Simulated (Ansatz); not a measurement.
ZnGeF2, a known structure type with other elements, at an estimated volume

```xyz
8
Lattice="0.0000 5.1135 0.0000 5.1135 0.0000 0.0000 2.5568 2.5568 -5.0386" Properties=species:S:1:pos:R:3 pbc="T T T"
Ge    2.5568    2.5568    0.0000
Ge    5.1135    2.5568   -2.5193
Zn    0.0000    0.0000    0.0000
Zn    2.5568    5.1135   -2.5193
F     3.9067    3.8352   -3.7790
F     1.2784    3.7636   -1.2597
F     6.3203    6.3919   -3.7790
F     3.8352    1.3500   -1.2597
```

Method: m-r2SCAN, no spin polarisation; PAW, plane waves to 500 eV, 6×6×6 Γ-centred mesh, cold occupations (width 0.1028 eV) (Ansatz 0.2.0), atoms fixed.

Problem. How is the charge shared?

Solution. Bader charges in e: Zn +0.64, Ge +1.08, F -0.86. In the mean Ge gives up most and F takes most.

Problem. Is the cell too large or too small?

Solution. The pressure is 8.1 GPa (compression positive), so with the atoms held at these fractions the cell would first expand.

Problem. Metal or insulator?

Solution. It is a metal, with about 1.5 states/eV a cell as the mean within 0.25 eV of the Fermi level, mostly Ge p (58 %) and Zn s (18 %).

Problem. Describe some of the short contacts.

Solution. Ge–F at 2.16 Å: least valence density 0.40 e/Å³ and ELF 0.20 there. Zn–F at 2.25 Å: least valence density 0.27 e/Å³ and ELF 0.09 there. These are pseudo-fields; inside the PAW spheres they differ from the all-electron ones.

Origin: a known structure type with other elements, at an estimated volume, so it need not be a known compound. Caveats: m-r2SCAN is r2SCAN with a changed spin dependence that lowers moments.
